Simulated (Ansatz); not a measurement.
An elastic tensor (GPa, Voigt order, standard axes) from r²SCAN in the plane-wave PAW code Ansatz:

```
156  164  164  0.0  0.0  0.0
164  156  164  0.0  0.0  0.0
164  164  156  0.0  0.0  0.0
0.0  0.0  0.0  111  0.0  0.0
0.0  0.0  0.0  0.0  111  0.0
0.0  0.0  0.0  0.0  0.0  111
```

**Question.** Which of these materials gives this?
A) Cr, bcc (W type)
B) Cu, bcc (W type)
C) Sb, simple cubic
D) BeS, rock salt

**Answer.** B, Cu, bcc (W type)

Space group Im-3m (bcc (W type)). The start of the workflow was typed in or built on a structure type; neither database checked (COD, Materials Project) lists it. It is not the phase usual at ambient conditions (space group No. 225). Symmetry was held in the r²SCAN relaxation. At this level the phase is mechanically unstable. No spin polarisation was allowed. As this level gives no gap, shear constants depend on the k-mesh and smearing (Fermi–Dirac, 0.1 eV here).

Potentials: the later of the program's two PAW sets.
